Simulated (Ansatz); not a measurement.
MgSi16: course of a relaxation

Method: Ansatz, DFT PBE, scalar-relativistic, plane waves, PAW. (420 eV cutoff, 2×2×2 k-mesh, Gaussian smearing of 0.01 eV, no spin polarisation)

What was changed: Mg interstitial, charge +2, atoms relaxed at the host's cell.

In a supercell of 17 atoms the defect feels its periodic images.

Spin polarisation was left out.

Command:

```bash
ansatz run input.yaml --threads 4 --pin off --max-ram 8192MiB --backend cpu --events-out ev --progress --plain --runs-dir out
```

Input:

```yaml
crystal:
  lattice:
    - [0.0, 5.4700937624, -5.4700937624]
    - [5.4700937624, 5.4700937624, 0.0]
    - [5.4700937624, 0.0, -5.4700937624]
  atoms:
    - { symbol: Si, position: [0.1228713183, 0.1307477129, 0.1362446779] }
    - { symbol: Si, position: [0.1272882851, 0.6086732252, 0.1324995342] }
    - { symbol: Si, position: [0.6132749211, 0.1246795388, 0.1325116978] }
    - { symbol: Si, position: [0.6262663129, 0.6230239891, 0.1234539005] }
    - { symbol: Si, position: [0.1363452081, 0.1223441059, 0.6117893247] }
    - { symbol: Si, position: [0.1218392908, 0.6228507548, 0.62787026] }
    - { symbol: Si, position: [0.6264686655, 0.1185279831, 0.6278334606] }
    - { symbol: Si, position: [0.626319955, 0.6230916826, 0.6278738378] }
    - { symbol: Si, position: [0.2546478399, 0.7349062337, 0.2576637901] }
    - { symbol: Si, position: [0.2503875824, 0.2468462431, 0.2514684484] }
    - { symbol: Si, position: [0.7493799964, 0.7426798065, 0.2556119231] }
    - { symbol: Si, position: [0.7486785235, 0.2521771434, 0.2513588372] }
    - { symbol: Si, position: [0.2483295738, 0.7448125315, 0.7489311256] }
    - { symbol: Si, position: [0.255522084, 0.2425843366, 0.7522229743] }
    - { symbol: Si, position: [0.7501490009, 0.7468785399, 0.7518268263] }
    - { symbol: Si, position: [0.7461689837, 0.2532579475, 0.7457304671] }
    - { symbol: Mg, position: [0.0009093992, -0.0038184704, 0.0003342823] }
  host:
    lattice:
      - [0.0, 2.7350468812, 2.7350468812]
      - [2.7350468812, 0.0, 2.7350468812]
      - [2.7350468812, 2.7350468812, 0.0]
    atoms:
      - { symbol: Si, position: [0.75, 0.75, 0.75] }
      - { symbol: Si, position: [0.5, 0.5, 0.5] }
total_charge: 2
basis:
  ecutwfc: 420
  xc_grid: 2
kpoints:
  mp_grid: { grid: [2, 2, 2], shift: [0.0, 0.0, 0.0] }
hamiltonian:
  xc: pbe
scf:
  occupations: { method: gaussian, width: 0.01 }
output:
  forces: true
  stress: false
  eigenvalues: true
  charged_corrections:
    defect_position: [0.0, 0.0, 0.0]
    epsilon: [[12.9823, 0.0, 0.0], [0.0, 12.9823, 0.0], [0.0, 0.0, 12.9823]]
  write_density: true
  write_potential: true
  elf: true
  volumetric_format: npy
relax:
  adjacent_minimum: "off"
  f_tol: 0.025
  max_steps: 45
```

F is the free energy.

Steps:

```json
{"step": "1", "F − F(1) (eV)": "0.0000", "largest force component (eV/Å)": "0.836"}
{"step": "2", "F − F(1) (eV)": "-0.0982", "largest force component (eV/Å)": "0.153"}
{"step": "3", "F − F(1) (eV)": "-0.1049", "largest force component (eV/Å)": "0.033"}
{"step": "4", "F − F(1) (eV)": "-0.1056", "largest force component (eV/Å)": "0.007"}
```

Relaxed structure:

```yaml
crystal:
  lattice:
    - [0.00000, 5.47009, -5.47009]
    - [5.47009, 5.47009, 0.00000]
    - [5.47009, 0.00000, -5.47009]
  atoms:
    - { symbol: Si, position: [0.12929, 0.12549, 0.13132] }
    - { symbol: Si, position: [0.12965, 0.60787, 0.13165] }
    - { symbol: Si, position: [0.61280, 0.12536, 0.13133] }
    - { symbol: Si, position: [0.62685, 0.62298, 0.12209] }
    - { symbol: Si, position: [0.12949, 0.12568, 0.61404] }
    - { symbol: Si, position: [0.12060, 0.62286, 0.62862] }
    - { symbol: Si, position: [0.62672, 0.11643, 0.62881] }
    - { symbol: Si, position: [0.62665, 0.62283, 0.62872] }
    - { symbol: Si, position: [0.25494, 0.74139, 0.25675] }
    - { symbol: Si, position: [0.25066, 0.24568, 0.25188] }
    - { symbol: Si, position: [0.74577, 0.74120, 0.25685] }
    - { symbol: Si, position: [0.74544, 0.25107, 0.25694] }
    - { symbol: Si, position: [0.25472, 0.74160, 0.74766] }
    - { symbol: Si, position: [0.25480, 0.25092, 0.74736] }
    - { symbol: Si, position: [0.75034, 0.74619, 0.75192] }
    - { symbol: Si, position: [0.74567, 0.25093, 0.74728] }
    - { symbol: Mg, position: [0.00047, 0.99579, 0.00202] }
```

The run converged. The run took 19 s on 4 threads of Intel(R) Xeon(R) Processor @ 2.10GHz (Emerald Rapids), with other jobs on the host, peak memory 0.86 GiB.